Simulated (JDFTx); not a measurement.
Au(100) slab cut from bulk Au (space group Fm-3m, indices of the conventional cell, lattice of the Materials Project entry mp-81, not re-optimised): 4 atoms in 4 planes, a 1x1 cell of 8.70 Å² (|a| = 2.950, |b| = 2.950 Å), 6.2 Å between the outermost planes, cell height 22.3 Å, 8×8×1 k mesh, Fermi smearing 0.01 Ha, no spin polarisation.

Computed with a modified build of JDFTx: PBE, GBRV ultrasoft potentials, plane waves to 20/100 Ha. Liquid on both sides: CANDLE, acetonitrile, 1 M KCl; nuclei fixed. 

Charging data:

```tsv
U − U_pzc (V)	σ (μC/cm²)
0.00	0.00
0.28	2.53
0.58	5.23
```

A calculation by hand: a check of Lippmann's equation. The grand free energy per area against the neutral slab, Δγ = [F(N) − F(N₀) − μ(N − N₀)]/2A, is taken from the total energies of the same runs.

```csv
U − U_pzc (V),Δγ (mJ/m²)
0.00,0.0
0.28,-3.5
0.58,-15.1
```

Δγ is largest at zero charge and falls away from it, as dγ/dU = −σ demands. At 0.58 V the computed -15.1 mJ/m² stands beside -15.2 mJ/m² from the constant-capacitance formula.
